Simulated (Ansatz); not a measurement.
Relaxed-ion elastic tensor of VSi₂ in space group P6_222 (No. 180; V on 3d, Si on 6j) in GPa (Voigt order), plane-wave PAW PBEsol (Ansatz code); density 4.77 g/cm³, 12.44 Å³ per atom.

```
 397  60.6  79.2   0.0   0.0   0.0
60.6   397  79.2   0.0   0.0   0.0
79.2  79.2   463   0.0   0.0   0.0
 0.0   0.0   0.0   140   0.0   0.0
 0.0   0.0   0.0   0.0   140   0.0
 0.0   0.0   0.0   0.0   0.0   168
```

Q: Is the crystal mechanically stable?

A: Yes: the smallest eigenvalue of C is 140 GPa.

Q: Work out the Voigt, Reuss and Hill averages.

A: K_V = 188, K_R = 187, K_H = 188; G_V = 159, G_R = 157, G_H = 158 GPa.

Q: Give Young's modulus, Poisson's ratio, Pugh's ratio and the universal anisotropy index.

A: E = 9KG/(3K + G) = 370 GPa; ν = 0.17; K/G = 1.19 (brittle by the Pugh limit of 1.75); A_U = 5G_V/G_R + K_V/K_R − 6 = 0.07.

Q: Estimate the sound speeds and the Debye temperature.

A: v_l = √((K + 4G/3)/ρ) = 9140 m/s, v_t = √(G/ρ) = 5760 m/s, mean 6340 m/s; Θ = (h/k)(3n/4πV)^(1/3) v_m = 815 K.

Q: Solve the Christoffel equation for the three sound speeds along x, y, z.

A: Eigenvalues of C_ijkl n_j n_l equal ρv². In km/s, slowest first: x 5.43, 5.94, 9.13; y 5.43, 5.94, 9.13; z 5.43, 5.43, 9.85.

Q: How much does each axis shrink under pressure?

A: Linear compressibilities β_i = Σ_j S_ij (j = 1 to 3): x 1.9, y 1.9, z 1.5 per TPa.

The cell was relaxed with PBEsol under the symmetry of its start. The run is not spin-polarised. As this level gives no gap, shear constants depend on the k-mesh and smearing (Fermi–Dirac, 0.1 eV here).

Potentials: the later of the program's two PAW sets.
